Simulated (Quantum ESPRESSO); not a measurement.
# Ga3MgFO5: input and log of a self-consistent run

Computed values, not a measurement. The program is pw.x of Quantum ESPRESSO 7.5 (plane-wave density functional theory). The cell is made up: 10 atoms on a corundum lattice, with randomly drawn elements, strain and displacements, not relaxed. PseudoDojo standard norm-conserving files (v0.5 for PBE, v0.4.1 for LDA and PBEsol) set the functional; there is no spin polarisation, spin-orbit coupling or dispersion term, and the masses in the input are unused placeholders.

Input:

```
&control calculation='scf', pseudo_dir='./dojo.nc.sr.pbe.v0_5.standard.upf', outdir='./o', disk_io='low', tprnfor=.true., tstress=.true. /
&system ibrav=0, nat=10, ntyp=4, nbnd=49, ecutwfc=105.61755193, nosym=.true., tot_charge=0,
 occupations='smearing', smearing='fd', degauss=0.0018374661
/
&electrons conv_thr=7.350e-09, electron_maxstep=60, /
ATOMIC_SPECIES
F 1.0 F.upf
Ga 1.0 Ga.upf
Mg 1.0 Mg.upf
O 1.0 O.upf
CELL_PARAMETERS angstrom
2.5737 1.4298 4.4798
-2.5477 1.4464 4.4599
0.0275 -3.0014 4.5101
ATOMIC_POSITIONS angstrom
Ga 0.0021 -0.0323 4.7251
Ga -0.0319 -0.0025 1.9993
Ga 0.0418 -0.1159 8.6698
Mg 0.0659 -0.0941 11.4487
F -0.9749 1.4151 7.828
O -0.7323 -1.6744 7.89
O 1.7756 0.0778 7.8719
O 1.0615 -1.4904 5.573
O 0.7977 1.513 5.6063
O -1.7564 -0.1825 5.5805
K_POINTS automatic
7 7 7 1 1 1
```

The log is shortened where brackets say so; the opening notice, blank lines, dates and the lines on written files are dropped, and the path of the files is cut. It prints rydbergs, bohrs and kilobars, and counts compression as positive stress. With no partly filled state, the Fermi energy that it prints is only some level between the filled and the empty states on the mesh, and need not lie in the true gap.

```
     Program PWSCF v.7.5
     Parallel version (MPI & OpenMP), running on       4 processor cores
     Number of MPI processes:                 4
     Threads/MPI process:                     1
     [start-up lines left out]
     bravais-lattice index     =            0
     lattice parameter (alat)  =      10.1302  a.u.
     unit-cell volume          =     687.8062 (a.u.)^3
     number of atoms/cell      =           10
     number of atomic types    =            4
     number of electrons       =        86.00
     number of Kohn-Sham states=           49
     kinetic-energy cutoff     =     105.6176  Ry
     charge density cutoff     =     422.4702  Ry
     scf convergence threshold =      7.3E-09
     mixing beta               =       0.7000
     number of iterations used =            8  plain     mixing
     Exchange-correlation= PBE
                           (   1   4   3   4   0   0   0)
     [axes and pseudopotential details left out]
   Cartesian axes
     site n.     atom                  positions (alat units)
         1        Ga     tau(   1) = (   0.0003917  -0.0060254   0.8814370  )
         2        Ga     tau(   2) = (  -0.0059507  -0.0004664   0.3729566  )
         3        Ga     tau(   3) = (   0.0077975  -0.0216204   1.6172954  )
         4        Mg     tau(   4) = (   0.0122932  -0.0175537   2.1356814  )
         5        F      tau(   5) = (  -0.1818613   0.2639778   1.4602631  )
         6        O      tau(   6) = (  -0.1366059  -0.3123486   1.4718288  )
         7        O      tau(   7) = (   0.3312268   0.0145131   1.4684523  )
         8        O      tau(   8) = (   0.1980160  -0.2780245   1.0396073  )
         9        O      tau(   9) = (   0.1488058   0.2822404   1.0458192  )
        10        O      tau(  10) = (  -0.3276451  -0.0340442   1.0410064  )
     number of k points=   172  Fermi-Dirac smearing, width (Ry)=  0.0018
     Number of k-points >= 100: set verbosity='high' to print them.
     Dense  grid:   100857 G-vectors     FFT dimensions: (  72,  72,  72)
     Estimated max dynamical RAM per process >     563.32 MB
     Estimated total dynamical RAM >       2.13 GB
     Initial potential from superposition of free atoms
     starting charge      85.9911, renormalised to      86.0000
     Starting wfcs are   56 randomized atomic wfcs
     total cpu time spent up to now is       33.9 secs
     per-process dynamical memory:   508.2 Mb
     Self-consistent Calculation
     iteration #  1     ecut=   105.62 Ry     beta= 0.70
     Davidson diagonalization with overlap
     ethr =  1.00E-02,  avg # of iterations =  2.9
     total cpu time spent up to now is      119.1 secs
     total energy              =    -791.79696736 Ry
     estimated scf accuracy    <       2.21708094 Ry
     iteration #  2     ecut=   105.62 Ry     beta= 0.70
     Davidson diagonalization with overlap
     ethr =  2.58E-03,  avg # of iterations =  2.4
     total cpu time spent up to now is      205.8 secs
     total energy              =    -792.37675408 Ry
     estimated scf accuracy    <       2.38215224 Ry
     iteration #  3     ecut=   105.62 Ry     beta= 0.70
     Davidson diagonalization with overlap
     ethr =  2.58E-03,  avg # of iterations =  2.0
     total cpu time spent up to now is      287.2 secs
     total energy              =    -792.81658638 Ry
     estimated scf accuracy    <       0.03424753 Ry
     iteration #  4     ecut=   105.62 Ry     beta= 0.70
     Davidson diagonalization with overlap
     ethr =  3.98E-05,  avg # of iterations =  5.9
     total cpu time spent up to now is      384.0 secs
     total energy              =    -792.82906379 Ry
     estimated scf accuracy    <       0.00678658 Ry
     iteration #  5     ecut=   105.62 Ry     beta= 0.70
     Davidson diagonalization with overlap
     ethr =  7.89E-06,  avg # of iterations =  3.0
     total cpu time spent up to now is      469.7 secs
     total energy              =    -792.82971817 Ry
     estimated scf accuracy    <       0.00180264 Ry
     [iterations 6 to 8 left out]
     iteration #  9     ecut=   105.62 Ry     beta= 0.70
     Davidson diagonalization with overlap
     ethr =  1.18E-08,  avg # of iterations =  2.0
     total cpu time spent up to now is      798.5 secs
     total energy              =    -792.82981760 Ry
     estimated scf accuracy    <       0.00000201 Ry
     iteration # 10     ecut=   105.62 Ry     beta= 0.70
     Davidson diagonalization with overlap
     ethr =  2.33E-09,  avg # of iterations =  1.8
     total cpu time spent up to now is      877.5 secs
     total energy              =    -792.82981749 Ry
     estimated scf accuracy    <       0.00000052 Ry
     iteration # 11     ecut=   105.62 Ry     beta= 0.70
     Davidson diagonalization with overlap
     ethr =  6.03E-10,  avg # of iterations =  2.0
     total cpu time spent up to now is      980.2 secs
     total energy              =    -792.82981763 Ry
     estimated scf accuracy    <       0.00000004 Ry
     iteration # 12     ecut=   105.62 Ry     beta= 0.70
     Davidson diagonalization with overlap
     ethr =  5.05E-11,  avg # of iterations =  2.0
     total cpu time spent up to now is     1070.9 secs
     total energy              =    -792.82981763 Ry
     estimated scf accuracy    <       0.00000002 Ry
     iteration # 13     ecut=   105.62 Ry     beta= 0.70
     Davidson diagonalization with overlap
     ethr =  2.63E-11,  avg # of iterations =  2.0
     total cpu time spent up to now is     1149.3 secs
     End of self-consistent calculation
     Number of k-points >= 100: set verbosity='high' to print the bands.
     the Fermi energy is    10.1138 ev
!    total energy              =    -792.82981763 Ry
     estimated scf accuracy    <          2.0E-09 Ry
     smearing contrib. (-TS)   =       0.00000000 Ry
     internal energy E=F+TS    =    -792.82981763 Ry
     The total energy is F=E-TS. E is the sum of the following terms:
     one-electron contribution =    -278.85118106 Ry
     hartree contribution      =     207.44719697 Ry
     xc contribution           =    -195.21081221 Ry
     ewald contribution        =    -526.21502133 Ry
     convergence has been achieved in  13 iterations
     Forces acting on atoms (cartesian axes, Ry/au):
     atom    1 type  2   force =    -0.05429240   -0.01341731    0.08600694
     atom    2 type  2   force =    -0.04285023   -0.00419664   -0.09239329
     atom    3 type  2   force =     0.03364908   -0.03327409    0.05687919
     atom    4 type  3   force =     0.00579922    0.02614900   -0.00953282
     atom    5 type  1   force =     0.01879133    0.00150383   -0.01159279
     atom    6 type  4   force =     0.03729200   -0.01513352   -0.01240137
     atom    7 type  4   force =     0.01788417    0.02492711   -0.00354578
     atom    8 type  4   force =    -0.02281336   -0.01428030   -0.00221464
     atom    9 type  4   force =     0.00428900   -0.01038114   -0.01888414
     atom   10 type  4   force =     0.00225120    0.03810306    0.00767871
     Total force =     0.182052     Total SCF correction =     0.000089
     Computing stress (Cartesian axis) and pressure
          total   stress  (Ry/bohr**3)                   (kbar)     P=       15.86
   0.00009947  -0.00006694   0.00006998           14.63       -9.85       10.29
  -0.00006694  -0.00023835  -0.00005440           -9.85      -35.06       -8.00
   0.00006998  -0.00005440   0.00046223           10.29       -8.00       68.00
     init_run     :     32.83s CPU     33.83s WALL (       1 calls)
     electrons    :   1109.44s CPU   1115.37s WALL (       1 calls)
     forces       :      5.84s CPU      5.93s WALL (       1 calls)
     stress       :     21.17s CPU     21.26s WALL (       1 calls)
     [timing details left out]
     PWSCF        :  19m29.88s CPU  19m37.17s WALL
     JOB DONE.
```

In other units: free energy -10786.999 eV for the cell, pressure 1.59 GPa, largest force component 2.376 eV/Å. This run is the check on a run of the same cell at 1143 eV and a 5 x 5 x 5 mesh: rerunning at 1437 eV and a 7 x 7 x 7 mesh moved values by no more than 0.004 eV in energy, 0.03 GPa in stress and 0.007 eV/Å in force.